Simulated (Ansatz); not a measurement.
# CsCl-type EuMn

Method: PBE+U (U_eff = 6 eV on Eu 4f), scalar-relativistic; collinear spin; PAW, 420 eV, Γ-centred 8×8×8 mesh, 0.05 eV Gaussian smearing; code Ansatz; PAW files: Ansatz's generated set soft_2.

```yaml
crystal:
  lattice:
    - [3.75956, 0.00000, 0.00000]
    - [0.00000, 3.75956, 0.00000]
    - [0.00000, 0.00000, 3.75956]
  atoms:
    - { symbol: Eu, position: [0.00000, 0.00000, 0.00000] }
    - { symbol: Mn, position: [0.50000, 0.50000, 0.50000] }
```

The start was a prototype's sites filled with these elements, not a measured cell.

Magnetic state: ferrimagnetic, site spin moments Eu 7.07; Mn -3.96 μB.

The cell is relaxed to zero pressure at this level.

The cell has space group Pm-3m (read at 0.01 Å). In it the stress is 0.02, 0.02, 0.02, 0.00, 0.00, 0.00 GPa and the largest force component 0.000 eV/Å. Each change below starts from this cell, without further relaxation. Stress is in GPa, positive in compression, in the order xx, yy, zz, yz, xz, xy; energies are counted from the cell above and are free energies with the smearing's entropy, which match forces and stress in a metal.

Task: One atom was moved along a Cartesian axis, and these forces appeared. Which atom, and about how far?
| atom | Fx (eV/Å) | Fy | Fz |
| --- | --- | --- | --- |
| Eu1 | 0.000 | -0.544 | 0.000 |
| Mn2 | 0.000 | 0.544 | 0.000 |

Result: Atom 1 (Eu) is moved by 0.20 Å along y; the energy changes by 55.2 meV per cell. Moving the other atom the opposite way is the same thing.

Task: What stress follows from an engineering strain of 3 % in yy, atoms carried along?

Result: -0.58, -0.84, -0.58, 0.00, 0.00, 0.00 GPa; the energy changes by 3.8 meV per cell.
The change of the stress over the strain gives a clamped-atom stiffness of about 29 GPa for this component, a secant value that lies under the elastic constant in tension and over it in compression, by several per cent for each per cent of strain.
In a harmonic crystal the energy would rise by V(½Cε² − σ₀ε), with σ₀ the stress of the unstrained cell, = 4.1 meV, close to the run's value; the rest is anharmonic or numerical.

Task: All atoms and the cell are disturbed at random:
```
CELL_PARAMETERS angstrom
3.76664 0.04976 -0.00447
0.04976 3.75485 -0.00296
-0.00447 -0.00296 3.78378
ATOMIC_POSITIONS crystal
Eu 0.00374 0.99282 0.99903
Mn 0.49626 0.50718 0.50097
```
Give the energy change, the stress and the forces.

Result: 9.1 meV per cell; stress -0.09, -0.10, -0.08, 0.05, 0.06, -0.82 GPa. Spin moments: Eu 7.04; Mn -3.97 μB.
```tsv
atom	Fx (eV/Å)	Fy	Fz
Eu1	-0.088	0.153	0.020
Mn2	0.088	-0.153	-0.020
```

With a Hubbard U or exact exchange the result depends on the state in which the open shell ends, and a lower one can't be excluded. For elements this heavy, spin–orbit coupling would shift levels and gaps; it isn't included here. Site moments are of spin, integrated over atomic spheres. A U of this size is made for insulators; in a metal, as here, it tends to take f weight out of the bonding and to swell the cell.
